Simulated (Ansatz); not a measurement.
Relaxed-ion elastic tensor of SiRh in space group P2_13 (No. 198; Si on 4a, Rh on 4a) in GPa (Voigt order), PBEsol (plane waves, PAW; program Ansatz); density 8.53 g/cm³, 12.75 Å³ per atom.

```
361  190  190  0.0  0.0  0.0
190  361  190  0.0  0.0  0.0
190  190  361  0.0  0.0  0.0
0.0  0.0  0.0  102  0.0  0.0
0.0  0.0  0.0  0.0  102  0.0
0.0  0.0  0.0  0.0  0.0  102
```

Task: Is the crystal mechanically stable?

Result: Yes: the smallest eigenvalue of C is 102 GPa.

Task: Work out the Voigt, Reuss and Hill averages.

Result: K_V = 247, K_R = 247, K_H = 247; G_V = 95.7, G_R = 94.9, G_H = 95.3 GPa.

Task: Give Young's modulus, Poisson's ratio, Pugh's ratio and the universal anisotropy index.

Result: E = 9KG/(3K + G) = 253 GPa; ν = 0.33; K/G = 2.59 (ductile by the Pugh limit of 1.75); A_U = 5G_V/G_R + K_V/K_R − 6 = 0.04.

Task: Estimate the sound speeds and the Debye temperature.

Result: v_l = √((K + 4G/3)/ρ) = 6620 m/s, v_t = √(G/ρ) = 3340 m/s, mean 3750 m/s; Θ = (h/k)(3n/4πV)^(1/3) v_m = 478 K.

Task: Give the Zener ratio and Young's modulus along [100], [110] and [111].

Result: A = 2C44/(C11 − C12) = 1.20; 1/E = S11 − 2(S11 − S12 − S44/2)Γ with Γ = 0, 1/4, 1/3 gives 230, 259, 270 GPa.

The workflow started from a Materials Project entry (that database holds measured and hypothetical structures alike); the Crystallography Open Database copy checked does not list it. COD files the formula under space group No. 14, so this cell is another polymorph or a model. Its standing as an ambient phase is unchecked. Symmetry was held in the PBEsol relaxation; whether a distortion lowers the energy is not shown. No spin polarisation was allowed. As this level gives no gap, shear constants depend on the k-mesh and smearing (Fermi–Dirac, 0.1 eV here).

Potentials: the later of the program's two PAW sets.
